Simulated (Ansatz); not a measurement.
The relaxed structure here is a generated cell of Zn: the first start was made by placing the elements on the sites of a structure type, and the end was not matched to a known phase here, so it may be hypothetical. Known forms of Zn include space group No. 194.

A relaxed cell of Zn (Fmmm (No. 69)), relaxed on a k-mesh at least as fine as the one used below. Calculation: r2SCAN (plane waves to 500 eV, PAW, scalar-relativistic; Ansatz, an electronic-structure program). Γ-centred k-mesh 16×8×16 on the run's cell (coarser than for final values), Fermi–Dirac smearing 0.05 eV.

```yaml
crystal:
  lattice:
    - [0.00000, 2.21709, 2.59539]
    - [2.59891, 0.00000, 5.19079]
    - [1.29945, 2.21709, 0.00000]
  atoms:
    - { symbol: Zn, position: [0.00000, 0.00000, 0.00000] }
    - { symbol: Zn, position: [0.00000, 0.50000, 0.00000] }
```

The atoms are displaced by (Å):

| atom | ux | uy | uz |
|---|---|---|---|
| Zn1 | 0.015 | 0.115 | -0.122 |
| Zn2 | 0.025 | 0.107 | 0.111 |

### Question
What forces (eV/Å) and pressure result?

### Answer
```
atom     Fx     Fy     Fz
----  -----  -----  -----
Zn1    0.25  -0.07   0.10
Zn2   -0.25   0.07  -0.10
```

Pressure +0.2 GPa.

The undisplaced cell is probably no minimum: from this displacement the run went on to P2₁/m (No. 11) at a tolerance of 0.01 Å, Cmcm (No. 63) at 0.1 Å, 0.02 eV/atom below it.

No spin polarisation in the result.
